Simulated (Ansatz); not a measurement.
Hf3N2: enthalpy against pressure

Hf3N2, R-3m, a = 3.193 Å, c = 23.125 Å. The structure is a Materials Project entry; whether it is the stable form wasn't checked. Ansatz: PBEsol, PAW, 420 eV, Γ-centred 12×12×12 mesh on 5 atoms, Gaussian smearing 0.10 eV; no spin polarisation. Cell and atoms are relaxed at each pressure, and no other structure is tried, so the rows at high pressure may lie past a change of phase. y is the enthalpy over the state at zero pressure; there V0 = 13.615 Å³/atom. The pressures are the targets, met within 0.05 GPa.

| P (GPa) | y (eV/atom) |
| --- | --- |
| -2.0 | -0.1707 |
| 0.0 | 0.0000 |
| 2.0 | 0.1692 |
| 5.0 | 0.4203 |
| 10.0 | 0.8320 |
| 20.0 | ? |
| 40.0 | 3.1573 |

Task: Fit y = c1 P + c2 P² + c3 P³ to the other rows, say what c1 and c2 mean, and predict the missing value.

Result: Least squares on the rows shown. y = 0.084969 P − 0.00018562 P² + 8.6773×10⁻⁷ P³. Since dH/dP = V, c1 is V0: 0.084969 eV/GPa × 160.2 = 13.612 Å³ against 13.615; c2 = −V0/(2B0) gives B0 = 229 GPa, where a Birch–Murnaghan fit to the volumes of the same runs (not shown) gives 223 GPa. At P = 20.0 the fit asked for gives 1.6321 eV/atom. The run gave 1.6326 eV/atom, so the fit is 0.0005 eV/atom too low, a small miss on the scale of the series.

Spin–orbit coupling is left out, which can shift energies with elements as heavy as these.